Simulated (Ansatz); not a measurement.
Ti₃AlN (anti-perovskite, Pm-3m) at seven volumes, the program Ansatz at the PBEsol level (PAW), scaled uniformly. One row is withheld.

```
V (Å³/atom)  P (GPa)
-----------  -------
12.413         19.91
12.823         12.23
13.232          5.65
13.641          0.00
14.050         -4.84
14.460             ?
14.869        -12.55
```

### Question
Fit the shown pressures and predict the withheld one.

### Answer
P = (3/2)B₀(x^(7/2) − x^(5/2))[1 + (3/4)(B′ − 4)(x − 1)] with x = (V₀/V)^(2/3). Least squares on the six rows gives V₀ = 13.642 Å³/atom, B₀ = 174 GPa, B′ = 4.10. At V = 14.460, x = 0.9619 and P = -8.99 GPa. The run itself gave -8.99 GPa.

The workflow started from a Materials Project entry (that database holds measured and hypothetical structures alike); the Crystallography Open Database copy checked does not list it. Its standing as an ambient phase is unchecked. The cell was relaxed with PBEsol under the symmetry of its start; of distortions, only those at the zone centre were tested. The run is not spin-polarised.

Potentials: the later of the program's two PAW sets.
